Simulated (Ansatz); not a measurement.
Ag:
```
CELL_PARAMETERS angstrom
      2.71488     0.00000     0.00000
      0.00000     2.71488     0.00000
      0.00000     0.00000     2.71488
ATOMIC_POSITIONS crystal
  Ag 0.00000 0.00000 0.00000
```

Relaxed with r²SCAN. Special points in fractions of this cell's reciprocal vectors: Γ (0.000, 0.000, 0.000); X (0.000, 0.500, 0.000); M (0.500, 0.500, 0.000); R (0.500, 0.500, 0.500).

Question: List the band energies nearest the Fermi level at these points for r²SCAN with spin–orbit coupling in the plane-wave PAW code Ansatz.

Answer: In eV from the Fermi level; about four levels below and three above (degenerate sets whole), none deeper than 8.9 eV; … stands for higher levels left out; points with the same levels are listed once.

```
k                                below                above
-  -----------------------------------  -------------------
Γ  -3.23 -3.23 -3.23 -3.23 -2.87 -2.87        14.25 14.25 …
X              -2.99 -2.99 -0.52 -0.52          1.81 1.81 …
M              -3.86 -3.86 -2.25 -2.25  3.87 3.87 4.28 4.28
R              -2.20 -2.20 -2.20 -2.20          8.43 8.43 …
```

Space group Pm-3m (simple cubic). The cell is a constructed one: a structure type filled with these elements; neither database checked (COD, Materials Project) lists it. It is not the phase usual at ambient conditions (space group No. 225). Symmetry was held in the r²SCAN relaxation. At this level the phase is mechanically unstable. The run is not spin-polarised.

Potentials: the earlier of the program's two PAW sets.
